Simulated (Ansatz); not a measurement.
BaCuTeF:
```
BaCuTeF
1.0
    4.41957     0.00000     0.00000
    0.00000     4.41957     0.00000
    0.00000     0.00000     9.42636
Ba Cu Te F
2 2 2 2
Direct
  0.00000   0.50000   0.65671
  0.50000   0.00000   0.34329
  0.00000   0.00000   0.00000
  0.50000   0.50000   0.00000
  0.50000   0.00000   0.84020
  0.00000   0.50000   0.15980
  0.50000   0.50000   0.50000
  0.00000   0.00000   0.50000
```

The program Ansatz at the r²SCAN level (PAW) gives a gap of 1.23 eV without spin–orbit coupling, maximum at Γ, minimum at Γ.

### Question
What happens when spin–orbit coupling is switched on?

### Answer
The gap decreases by 0.16 eV, to 1.07 eV; maximum at Γ, minimum at Γ.

### Question
Give the electron effective mass with spin–orbit coupling.

### Answer
0.24, 0.24, 1.4 mₑ (principal values).

### Question
Give the hole effective mass with spin–orbit coupling.

### Answer
0.34, 0.34, 11 mₑ (principal values).

Space group P4/nmm. The workflow started from a Materials Project entry (that database holds measured and hypothetical structures alike); the Crystallography Open Database copy checked does not list it. Its standing as an ambient phase is unchecked. Symmetry was held in the r²SCAN relaxation; whether a distortion lowers the energy is not shown. The run is not spin-polarised. No Hubbard U is applied.

Potentials: the later of the program's two PAW sets.
